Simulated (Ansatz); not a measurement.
# Property card for NbC

NbC:
```yaml
crystal:
  lattice:
    - [3.07740, 0.00000, 0.00000]
    - [-1.53870, 2.66511, 0.00000]
    - [0.00000, 0.00000, 5.27444]
  atoms:
    - { symbol: Nb, position: [0.66667, 0.33333, 0.75000] }
    - { symbol: Nb, position: [0.33333, 0.66667, 0.25000] }
    - { symbol: C, position: [0.00000, 0.00000, 0.00000] }
    - { symbol: C, position: [0.00000, 0.00000, 0.50000] }
```

Space group P6_3/mmc (No. 194), NiAs type; conventional cell a = b = 3.077 Å, c = 5.274 Å, α = β = 90.00°, γ = 120.00°.

Method: LDA in the plane-wave PAW code Ansatz. Structure relaxed to zero pressure with the same functional. Other levels are named where they apply.

**Cell and energy**

```yaml
volume_per_atom: 10.81 Å³
density: 8.05 g/cm³
Formation energy from the elements (no fitted shifts): -528 meV/atom
```

**Electronic structure**

```yaml
electronic_character: metallic (no gap)
Density of states at the Fermi level: 0.43 states/eV per atom (mean over ±0.08 eV)
```

**Mechanics**

```yaml
Bulk modulus (Birch–Murnaghan fit): 328 GPa
Pressure derivative B′: 4.1
Elastic constants (relaxed ions, GPa): C11 = 575, C12 = 186, C13 = 213, C33 = 578, C44 = 108
mechanical_stability: stable (all eigenvalues of C positive)
hill_bulk_and_shear_moduli: 328 and 151 GPa
Young's modulus: 392 GPa
Poisson's ratio: 0.30
debye_temperature_from_the_elastic_constants: 650 K
```

**Phonons**

```yaml
highest_zone_centre_frequency: 737 cm⁻¹
zone_centre_stability: no imaginary mode at Γ
```

The first step of the workflow began from a Materials Project structure, measured or hypothetical; the Crystallography Open Database copy checked does not list it. It is not the phase usual at ambient conditions (space group No. 225). The LDA relaxation kept the symmetry of its start. No spin polarisation was allowed. As this level gives no gap, shear constants depend on the k-mesh and smearing (Fermi–Dirac, 0.1 eV here). As this level gives no gap, phonon frequencies hold no LO–TO term and depend on the k-mesh and smearing (Fermi–Dirac, 0.1 eV here). The references are the lowest solids computed at this level, not always the standard phases. Spin–orbit coupling is left out wherever it is not named.

Potentials: the later of the program's two PAW sets.
